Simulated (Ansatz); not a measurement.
One element of this relaxed crystal is hidden as X:

```
cell (Å)
  4.291 0.000 0.000
  0.000 4.291 0.000
  0.000 0.000 4.313
  Zr 0.5000 0.5000 0.0000
  Zr 0.0000 0.5000 0.5000
  Zr 0.5000 0.0000 0.5000
  X 0.0000 0.0000 0.0000
```

All-electron LAPW in Ansatz 0.2.0 under LDA, scalar-relativistic and without spin polarisation, finds it within 0.04 GPa of zero pressure, with a formation energy of -0.03 eV/atom from the elements, no gap. The structure needn't be the ground state.

Task: Which element is X?

Result: Ag, which makes the crystal Zr₃Ag. Neighbours weren't tried against these numbers.
